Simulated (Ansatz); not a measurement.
How far is PAW off for NbAl₃?

```yaml
crystal:
  lattice:
    - [-1.91698, 1.91698, 4.29245]
    - [1.91698, -1.91698, 4.29245]
    - [1.91698, 1.91698, -4.29245]
  atoms:
    - { symbol: Al, position: [0.50000, 0.50000, 0.00000] }
    - { symbol: Al, position: [0.75000, 0.25000, 0.50000] }
    - { symbol: Al, position: [0.25000, 0.75000, 0.50000] }
    - { symbol: Nb, position: [0.00000, 0.00000, 0.00000] }
```

Atoms are numbered in the order listed.

The cell is the one relaxed in the Materials Project (mp-1842), not relaxed further here; entries there can be hypothetical.

Methods: DFT, LDA, PAW with Ansatz's default frozen-core files, scalar-relativistic (Ansatz 0.2.0); DFT, LDA, all-electron PAW with datasets made for the crystal, scalar-relativistic (Ansatz 0.2.0); DFT, LDA, all-electron LAPW, scalar-relativistic (Ansatz 0.2.0).

For PAW: a Γ-centred 12×12×12 k mesh, Fermi–Dirac smearing of 0.05 eV, cutoff 420 eV, no spin polarisation; the PAW files were made with PBE, and the program remakes their frozen cores for this functional. The crystal-made all-electron datasets (AE datasets) take a cutoff of 240 eV at this cell. LAPW targets a basis error of 1 meV/atom. The Ansatz runs share mesh, smearing and spin set-up. Plane-wave (PAW) pressures include the program's estimate of the Pulay term.

Stress and pressure are positive in compression.

No spin–orbit coupling: at heavy atoms the gradients can be off by tens of per cent for that reason.

In a metal, gradients converge slowly with the k mesh: the values move by tens of per cent from one mesh to another, at times in sign, so only the comparison on one mesh counts.

Levels count from the Fermi level.

| quantity | PAW | AE datasets | LAPW |
| --- | --- | --- | --- |
| pressure (GPa) | -3.97 | -4.02 | -4.01 |
| stress xx (GPa) | -4.20 | -4.26 | -4.26 |
| stress zz (GPa) | -3.49 | -3.53 | -3.52 |
| highest filled level at Γ (eV) | -2.054 | -2.059 | -2.059 |
| lowest empty level at Γ (eV) | 0.079 | 0.082 | 0.082 |
| highest filled level at S0 (eV) | -0.222 | -0.223 | -0.223 |
| lowest empty level at S0 (eV) | 1.162 | 1.160 | 1.160 |
| highest filled level at X (eV) | -2.017 | -2.021 | -2.021 |
| lowest empty level at X (eV) | 1.566 | 1.569 | 1.569 |
| field gradient Vzz at Al1 (10²¹ V/m²) | 4.06 | 4.05 | – |
| field gradient Vzz at Al2 (10²¹ V/m²) | -1.07 | -1.08 | – |
| field gradient Vzz at Nb4 (10²¹ V/m²) | -9.59 | -9.80 | – |

PAW's pressure differs from the LAPW value by +0.05 GPa. Datasets made for the crystal and LAPW share parts of one code, so their agreement isn't an independent check.
